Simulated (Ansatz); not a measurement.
# HfGaCo: consecutive steps of a trajectory

Method: DFT PBEsol, scalar-relativistic, plane waves, PAW in Ansatz. Settings: plane waves to 420 eV, k-mesh 4×3×3 (shifted by 0.5, 0.0, 0.0 steps), Fermi–Dirac smearing 0.05 eV. The mesh is coarse. Spin–orbit coupling is left out, which matters for the heavy elements here. No spin polarisation. A magnetic state may lie lower.

18 atoms, starting at 1.05 times the perfect crystal's volume (space group P-62m); Langevin thermostat at 500 K (friction 0.02 fs⁻¹), fixed cell; 31 steps of 3 fs. The run is short and not equilibrated.

Positions in Å, velocities in 0.01 Å/fs, forces in eV/Å; dE is the potential energy from the first frame shown.

```xyz
18
Lattice="0.0000 0.0000 -6.6373 6.9585 0.0000 0.0000 -3.4792 -6.0262 0.0000" Properties=species:S:1:pos:R:3:v100:R:3:forces:R:3 pbc="T T T" time_fs=30.00 dE_eV=0.0000 T_K=278
Hf   -2.1299   -3.5797   -1.6575   -0.0309    0.1394    0.0932    0.4265    0.0030    0.2111
Hf   -2.0430   -3.6175   -4.9238    0.0360    0.1867    0.0879   -0.0896    0.1277   -0.4756
Hf    0.6294   -6.0297   -1.6712   -0.2510   -0.0899   -0.0046    0.6555   -0.1339    0.5038
Hf    0.6664   -6.0909   -4.9624   -0.1057   -0.1069    0.0046    0.3558    0.1840   -0.3896
Hf    1.3602   -2.4062   -1.5941   -0.0919    0.0250    0.3565    0.5008   -0.2078   -0.7001
Hf    1.3733   -2.3507   -4.9708   -0.1655    0.1149    0.1409    0.5928   -0.6221    0.1456
Ga    6.0610   -1.6068   -3.3179    0.2367   -0.0071    0.0022    0.0254    0.2003    0.1798
Ga    6.1422   -1.5638   -0.0365    0.0905    0.1372   -0.0075   -1.0535   -0.3919    0.4155
Ga   -1.5865   -5.9987   -3.3356    0.0190   -0.0478   -0.0735   -0.7445   -0.3917    0.2682
Ga   -1.6990   -5.9442   -0.0897   -0.0934   -0.1625   -0.2771    0.8004   -0.3015    0.6887
Ga    2.5474   -4.4905   -3.3654   -0.0993   -0.0522   -0.1916    0.0297    0.2570    0.1818
Ga    2.5850   -4.4051   -0.0571   -0.0475    0.0030   -0.2367   -0.2761   -0.1679    0.6827
Co    0.0228   -4.1516   -3.3365   -0.0662   -0.1396    0.0703   -0.0522    1.1055    0.1009
Co   -0.0061   -3.9931    0.0103    0.0126   -0.1580    0.0792    0.1421   -0.1785    0.0618
Co    3.5072   -2.0374   -3.2024    0.0991    0.3211    0.3253   -0.2299    0.1145   -0.7314
Co    3.5637   -2.0079    0.0903    0.3561   -0.4412    0.0729   -0.5604   -0.0616   -0.6115
Co    3.4835   -6.0393   -1.6200    0.1201   -0.1298    0.0196   -0.1648    0.1754   -0.7132
Co    3.5626   -6.0692   -5.0051   -0.0291    0.0950    0.0471   -0.3581    0.2899    0.1812
18
Lattice="0.0000 0.0000 -6.6373 6.9585 0.0000 0.0000 -3.4792 -6.0262 0.0000" Properties=species:S:1:pos:R:3:v100:R:3:forces:R:3 pbc="T T T" time_fs=33.00 dE_eV=0.0531 T_K=310
Hf   -2.1307   -3.5756   -1.6548   -0.0216    0.1365    0.0891    0.4463   -0.0295    0.1897
Hf   -2.0413   -3.6114   -4.9225    0.0763    0.2188   -0.0054   -0.0983    0.0728   -0.4673
Hf    0.6218   -6.0333   -1.6704   -0.2545   -0.1501    0.0575    0.7262   -0.1201    0.4981
Hf    0.6639   -6.0940   -4.9632   -0.0614   -0.1000   -0.0557    0.3559    0.1895   -0.3762
Hf    1.3574   -2.4045   -1.5833   -0.0947    0.0890    0.3647    0.5334   -0.2554   -0.7993
Hf    1.3670   -2.3478   -4.9681   -0.2519    0.0739    0.0438    0.6496   -0.6637    0.1396
Ga    6.0693   -1.6067   -3.3180    0.3167    0.0105   -0.0023   -0.0388    0.2114    0.2081
Ga    6.1429   -1.5595   -0.0354   -0.0501    0.1493    0.0791   -1.0769   -0.4017    0.4308
Ga   -1.5883   -5.9979   -3.3384   -0.1366    0.0997   -0.1089   -0.7444   -0.3887    0.2801
Ga   -1.7026   -5.9496   -0.0981   -0.1507   -0.1947   -0.2824    0.8327   -0.2407    0.8038
Ga    2.5446   -4.4923   -3.3726   -0.0916   -0.0673   -0.2869    0.0306    0.2786    0.2441
Ga    2.5840   -4.4066   -0.0637   -0.0176   -0.1003   -0.2057   -0.2799   -0.1790    0.7273
Co    0.0199   -4.1554   -3.3345   -0.1296   -0.1132    0.0678   -0.0245    1.1407    0.0909
Co   -0.0076   -3.9959    0.0114   -0.1136   -0.0230   -0.0038    0.1390   -0.1630    0.0658
Co    3.5107   -2.0297   -3.1948    0.1304    0.1892    0.1840   -0.2596    0.0484   -0.7776
Co    3.5713   -2.0227    0.0929    0.1542   -0.5396    0.1011   -0.6162    0.0408   -0.6205
Co    3.4885   -6.0421   -1.6185    0.2106   -0.0558    0.0774   -0.2296    0.1927   -0.7765
Co    3.5625   -6.0652   -5.0014    0.0250    0.1707    0.1973   -0.3456    0.2669    0.1392
18
Lattice="0.0000 0.0000 -6.6373 6.9585 0.0000 0.0000 -3.4792 -6.0262 0.0000" Properties=species:S:1:pos:R:3:v100:R:3:forces:R:3 pbc="T T T" time_fs=36.00 dE_eV=0.1097 T_K=353
Hf   -2.1317   -3.5721   -1.6538   -0.0460    0.0919   -0.0260    0.4710   -0.0582    0.1779
Hf   -2.0393   -3.6058   -4.9229    0.0541    0.1579   -0.0151   -0.1086    0.0207   -0.4418
Hf    0.6135   -6.0387   -1.6696   -0.2978   -0.2065   -0.0063    0.7865   -0.0947    0.4889
Hf    0.6625   -6.0968   -4.9662   -0.0291   -0.0835   -0.1469    0.3322    0.1932   -0.3358
Hf    1.3553   -2.4021   -1.5726   -0.0482    0.0678    0.3475    0.5582   -0.3125   -0.8930
Hf    1.3578   -2.3456   -4.9664   -0.3613    0.0761    0.0651    0.7218   -0.7098    0.1430
Ga    6.0785   -1.6057   -3.3182    0.2905    0.0600   -0.0107   -0.1177    0.2165    0.2435
Ga    6.1413   -1.5555   -0.0334   -0.0541    0.1186    0.0564   -1.0894   -0.4007    0.4251
Ga   -1.5922   -5.9960   -3.3399   -0.1217    0.0259    0.0110   -0.7181   -0.4005    0.2763
Ga   -1.7083   -5.9566   -0.1033   -0.2247   -0.2693   -0.0626    0.8991   -0.1668    0.9095
Ga    2.5416   -4.4933   -3.3794   -0.1085   -0.0001   -0.1652    0.0223    0.2941    0.3031
Ga    2.5847   -4.4096   -0.0697    0.0640   -0.1024   -0.1933   -0.3024   -0.1824    0.7641
Co    0.0141   -4.1600   -3.3323   -0.2529   -0.1971    0.0765    0.0247    1.1779    0.0801
Co   -0.0109   -3.9954    0.0130   -0.1070    0.0521    0.1101    0.1436   -0.1737    0.0614
Co    3.5141   -2.0226   -3.1892    0.0961    0.2863    0.1858   -0.2890   -0.0149   -0.8185
Co    3.5755   -2.0408    0.0952    0.1205   -0.6667    0.0512   -0.6535    0.1715   -0.6246
Co    3.4967   -6.0439   -1.6160    0.3385   -0.0639    0.0833   -0.3282    0.1929   -0.8516
Co    3.5633   -6.0619   -4.9965    0.0250    0.0435    0.1303   -0.3526    0.2473    0.0924
18
Lattice="0.0000 0.0000 -6.6373 6.9585 0.0000 0.0000 -3.4792 -6.0262 0.0000" Properties=species:S:1:pos:R:3:v100:R:3:forces:R:3 pbc="T T T" time_fs=39.00 dE_eV=0.1696 T_K=375
Hf   -2.1329   -3.5699   -1.6559   -0.0319    0.0588   -0.1103    0.5090   -0.0950    0.2020
Hf   -2.0362   -3.5996   -4.9221    0.1506    0.2570    0.0659   -0.1264   -0.0406   -0.4332
Hf    0.6050   -6.0456   -1.6703   -0.2636   -0.2543   -0.0360    0.8369   -0.0517    0.4981
Hf    0.6622   -6.0994   -4.9705    0.0098   -0.0892   -0.1363    0.2985    0.2012   -0.2888
Hf    1.3545   -2.4003   -1.5622   -0.0021    0.0548    0.3435    0.5571   -0.3699   -0.9693
Hf    1.3473   -2.3426   -4.9633   -0.3371    0.1211    0.1449    0.7951   -0.7731    0.1279
Ga    6.0853   -1.6031   -3.3169    0.1643    0.1155    0.0932   -0.1784    0.2190    0.2713
Ga    6.1387   -1.5500   -0.0308   -0.1201    0.2450    0.1121   -1.1020   -0.4291    0.4087
Ga   -1.5965   -5.9974   -3.3396   -0.1692   -0.1216    0.0052   -0.6888   -0.3942    0.2568
Ga   -1.7139   -5.9659   -0.1047   -0.1493   -0.3492   -0.0246    0.9819   -0.0754    0.9816
Ga    2.5384   -4.4926   -3.3829   -0.1053    0.0455   -0.0696    0.0164    0.2870    0.3345
Ga    2.5871   -4.4128   -0.0756    0.0890   -0.1081   -0.1946   -0.3358   -0.1867    0.8003
Co    0.0052   -4.1651   -3.3333   -0.3431   -0.1386   -0.1442    0.0958    1.2097    0.0861
Co   -0.0150   -3.9944    0.0166   -0.1635    0.0156    0.1309    0.1525   -0.1871    0.0487
Co    3.5198   -2.0161   -3.1848    0.2855    0.1424    0.1057   -0.3374   -0.0770   -0.8548
Co    3.5769   -2.0591    0.0954   -0.0253   -0.5474   -0.0367   -0.6717    0.3035   -0.6182
Co    3.5049   -6.0478   -1.6126    0.2024   -0.1907    0.1435   -0.4180    0.2065   -0.9263
Co    3.5661   -6.0610   -4.9936    0.1605    0.0214    0.0643   -0.3847    0.2531    0.0745
18
Lattice="0.0000 0.0000 -6.6373 6.9585 0.0000 0.0000 -3.4792 -6.0262 0.0000" Properties=species:S:1:pos:R:3:v100:R:3:forces:R:3 pbc="T T T" time_fs=42.00 dE_eV=0.2210 T_K=393
Hf   -2.1340   -3.5681   -1.6597   -0.0425    0.0587   -0.1447    0.5482   -0.1437    0.2494
Hf   -2.0326   -3.5934   -4.9209    0.0931    0.1524    0.0160   -0.1584   -0.1086   -0.4398
Hf    0.5984   -6.0515   -1.6716   -0.1777   -0.1380   -0.0551    0.8625   -0.0123    0.5024
Hf    0.6615   -6.1022   -4.9743   -0.0551   -0.1003   -0.1189    0.2595    0.2140   -0.2408
Hf    1.3530   -2.3979   -1.5530   -0.1029    0.1050    0.2719    0.5430   -0.4347   -1.0226
Hf    1.3357   -2.3403   -4.9586   -0.4407    0.0316    0.1677    0.8699   -0.8410    0.0898
Ga    6.0894   -1.6004   -3.3165    0.1115    0.0609   -0.0665   -0.2212    0.2309    0.3036
Ga    6.1330   -1.5438   -0.0265   -0.2591    0.1675    0.1726   -1.0882   -0.4602    0.3748
Ga   -1.6041   -6.0002   -3.3387   -0.3340   -0.0616    0.0547   -0.6203   -0.3786    0.2446
Ga   -1.7161   -5.9777   -0.1031    0.0047   -0.4365    0.1303    1.0322    0.0219    1.0144
Ga    2.5354   -4.4908   -3.3848   -0.0928    0.0747   -0.0551    0.0076    0.2728    0.3508
Ga    2.5893   -4.4180   -0.0817    0.0615   -0.2352   -0.2162   -0.3721   -0.1705    0.8363
Co   -0.0053   -4.1687   -3.3362   -0.3524   -0.1046   -0.0493    0.1723    1.2249    0.1012
Co   -0.0219   -3.9948    0.0208   -0.2957   -0.0424    0.1448    0.1804   -0.1835    0.0339
Co    3.5282   -2.0114   -3.1819    0.2711    0.1719    0.0919   -0.4088   -0.1221   -0.8824
Co    3.5767   -2.0769    0.0929    0.0092   -0.6398   -0.1335   -0.6835    0.4309   -0.5962
Co    3.5117   -6.0512   -1.6096    0.2518   -0.0362    0.0569   -0.4839    0.2075   -0.9752
Co    3.5709   -6.0590   -4.9910    0.1612    0.1078    0.1089   -0.4392    0.2525    0.0560
18
Lattice="0.0000 0.0000 -6.6373 6.9585 0.0000 0.0000 -3.4792 -6.0262 0.0000" Properties=species:S:1:pos:R:3:v100:R:3:forces:R:3 pbc="T T T" time_fs=45.00 dE_eV=0.2648 T_K=348
Hf   -2.1353   -3.5663   -1.6631   -0.0435    0.0579   -0.0825    0.5839   -0.1929    0.2899
Hf   -2.0313   -3.5904   -4.9215   -0.0077    0.0471   -0.0559   -0.1868   -0.1546   -0.4266
Hf    0.5920   -6.0543   -1.6726   -0.2534   -0.0529   -0.0074    0.8844    0.0057    0.4940
Hf    0.6595   -6.1046   -4.9778   -0.0837   -0.0561   -0.1110    0.2339    0.2224   -0.1824
Hf    1.3503   -2.3957   -1.5454   -0.0721    0.0418    0.2319    0.5287   -0.4937   -1.0519
Hf    1.3228   -2.3387   -4.9542   -0.4183    0.0774    0.1245    0.9551   -0.9076    0.0521
Ga    6.0924   -1.6004   -3.3177    0.0820   -0.0618   -0.0077   -0.2654    0.2591    0.3423
Ga    6.1245   -1.5384   -0.0212   -0.3035    0.1957    0.1846   -1.0469   -0.4755    0.3301
Ga   -1.6132   -6.0015   -3.3372   -0.2683   -0.0252    0.0485   -0.5332   -0.3742    0.2417
Ga   -1.7137   -5.9893   -0.0977    0.1545   -0.3373    0.2327    1.0234    0.0989    1.0027
Ga    2.5334   -4.4904   -3.3866   -0.0448   -0.0509   -0.0624   -0.0110    0.2716    0.3653
Ga    2.5917   -4.4253   -0.0891    0.0975   -0.2546   -0.2768   -0.4144   -0.1319    0.8799
Co   -0.0155   -4.1706   -3.3380   -0.3297   -0.0169   -0.0668    0.2449    1.2292    0.1026
Co   -0.0305   -3.9975    0.0287   -0.2811   -0.1404    0.3801    0.2241   -0.1584   -0.0037
Co    3.5374   -2.0068   -3.1805    0.3386    0.1323   -0.0045   -0.4889   -0.1609   -0.8949
Co    3.5770   -2.0935    0.0892    0.0108   -0.4645   -0.1126   -0.7074    0.5469   -0.5687
Co    3.5179   -6.0530   -1.6068    0.1632   -0.0848    0.1262   -0.5188    0.1811   -0.9938
Co    3.5767   -6.0561   -4.9875    0.2223    0.0874    0.1211   -0.5057    0.2348    0.0215
18
Lattice="0.0000 0.0000 -6.6373 6.9585 0.0000 0.0000 -3.4792 -6.0262 0.0000" Properties=species:S:1:pos:R:3:v100:R:3:forces:R:3 pbc="T T T" time_fs=48.00 dE_eV=0.2994 T_K=368
Hf   -2.1354   -3.5639   -1.6656    0.0340    0.1029   -0.0788    0.6163   -0.2427    0.3239
Hf   -2.0314   -3.5886   -4.9235    0.0029    0.0711   -0.0781   -0.2007   -0.1853   -0.3934
Hf    0.5834   -6.0564   -1.6718   -0.3133   -0.0819    0.0605    0.9310    0.0300    0.4579
Hf    0.6574   -6.1064   -4.9817   -0.0541   -0.0672   -0.1458    0.2210    0.2415   -0.0960
Hf    1.3497   -2.3943   -1.5377    0.0283    0.0485    0.2840    0.4924   -0.5388   -1.0797
Hf    1.3125   -2.3357   -4.9501   -0.2627    0.1189    0.1478    1.0253   -0.9801    0.0256
Ga    6.0957   -1.6041   -3.3159    0.1404   -0.1787    0.1246   -0.3052    0.3104    0.3560
Ga    6.1153   -1.5316   -0.0143   -0.3128    0.2521    0.2754   -0.9896   -0.5055    0.2834
Ga   -1.6229   -6.0035   -3.3345   -0.3784   -0.1053    0.1314   -0.4306   -0.3471    0.2391
Ga   -1.7080   -6.0004   -0.0914    0.2224   -0.4021    0.1869    0.9665    0.1693    0.9752
Ga    2.5342   -4.4922   -3.3869    0.1021   -0.0637    0.0438   -0.0484    0.2816    0.3728
Ga    2.5956   -4.4311   -0.0976    0.1629   -0.1305   -0.2832   -0.4621   -0.0989    0.9365
Co   -0.0249   -4.1658   -3.3391   -0.2933    0.3325   -0.0108    0.3085    1.1761    0.1010
Co   -0.0362   -4.0007    0.0397   -0.0973   -0.0686    0.3521    0.2544   -0.1281   -0.0559
Co    3.5477   -2.0028   -3.1804    0.3490    0.1355    0.0131   -0.5737   -0.1862   -0.8943
Co    3.5771   -2.1057    0.0850   -0.0040   -0.3420   -0.1633   -0.7278    0.6379   -0.5402
Co    3.5206   -6.0546   -1.6027    0.0154   -0.0260    0.1503   -0.5050    0.1524   -0.9933
Co    3.5831   -6.0527   -4.9844    0.2038    0.1380    0.0843   -0.5723    0.2134   -0.0186
```

What is the next frame? The thermostat's random kicks make it one of many possible.

```xyz
18
Lattice="0.0000 0.0000 -6.6373 6.9585 0.0000 0.0000 -3.4792 -6.0262 0.0000" Properties=species:S:1:pos:R:3:v100:R:3:forces:R:3 pbc="T T T" time_fs=51.00 dE_eV=0.3228 T_K=353
Hf   -2.1341   -3.5614   -1.6678    0.0536    0.0637   -0.0709    0.6331   -0.2988    0.3573
Hf   -2.0306   -3.5866   -4.9253    0.0502    0.0638   -0.0449   -0.2226   -0.2187   -0.3669
Hf    0.5739   -6.0584   -1.6697   -0.3215   -0.0525    0.0733    0.9975    0.0625    0.4010
Hf    0.6550   -6.1083   -4.9852   -0.1068   -0.0595   -0.0915    0.2217    0.2682   -0.0021
Hf    1.3505   -2.3933   -1.5304    0.0238    0.0220    0.1997    0.4438   -0.5825   -1.1007
Hf    1.3047   -2.3325   -4.9453   -0.2590    0.0933    0.1739    1.0782   -1.0489   -0.0120
Ga    6.1004   -1.6105   -3.3114    0.1686   -0.2519    0.1793   -0.3507    0.3799    0.3449
Ga    6.1042   -1.5269   -0.0073   -0.4216    0.0622    0.1852   -0.9002   -0.5119    0.2347
Ga   -1.6327   -6.0073   -3.3314   -0.2715   -0.1486    0.0727   -0.3256   -0.2968    0.2344
Ga   -1.6997   -6.0137   -0.0861    0.3294   -0.4808    0.1595    0.8516    0.2491    0.9454
Ga    2.5362   -4.4944   -3.3855    0.0316   -0.0887    0.0437   -0.0935    0.2992    0.3703
Ga    2.6016   -4.4369   -0.1066    0.2313   -0.2570   -0.3176   -0.5163   -0.0597    0.9999
Co   -0.0337   -4.1582   -3.3413   -0.2906    0.1735   -0.1325    0.3642    1.0925    0.1084
Co   -0.0392   -4.0037    0.0501   -0.1039   -0.1291    0.3406    0.2679   -0.1016   -0.1025
Co    3.5572   -1.9987   -3.1806    0.2795    0.1405   -0.0253   -0.6480   -0.2097   -0.8876
Co    3.5742   -2.1134    0.0802   -0.1885   -0.1696   -0.1552   -0.7276    0.6991   -0.5095
Co    3.5193   -6.0549   -1.6012   -0.1005    0.0071   -0.0524   -0.4494    0.1061   -0.9529
Co    3.5881   -6.0474   -4.9816    0.1237    0.2150    0.0989   -0.6242    0.1720   -0.0620
```

Cost: 1 run of about 67 core-minutes (earlier runs that led there not counted), on Arm Neoverse V2 (shared hosts).